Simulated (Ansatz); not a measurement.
## Property card for Tc

Tc:
```
Tc
1.0
    2.73112     0.00000     0.00000
   -1.36556     2.36522     0.00000
    0.00000     0.00000     4.37229
Tc
2
Direct
  0.33333   0.66667   0.75000
  0.66667   0.33333   0.25000
```

Space group P6_3/mmc (No. 194), hcp (Mg type); conventional cell a = b = 2.7311 Å, c = 4.3723 Å, α = β = 90.00°, γ = 120.00°.

Method: the program Ansatz at the r²SCAN+D4 level (PAW). Structure relaxed to zero pressure with the same functional. Other levels are named where they apply.

**Cell and energy**

- Volume per atom: 14.12 Å³
- Density: 11.51 g/cm³

**Electronic structure**

- Electronic character: metallic (no gap)
- Density of states at the Fermi level: 0.86 states/eV per atom (mean over ±0.08 eV)

The r²SCAN+D4 relaxation kept the symmetry of its start. The run is not spin-polarised. The pairwise dispersion correction was not fitted to metals. Axis ratios of metals converge slowly with the k-mesh, so a and c are less sure than the volume. Spin–orbit coupling is left out wherever it is not named.

Potentials: the later of the program's two PAW sets.
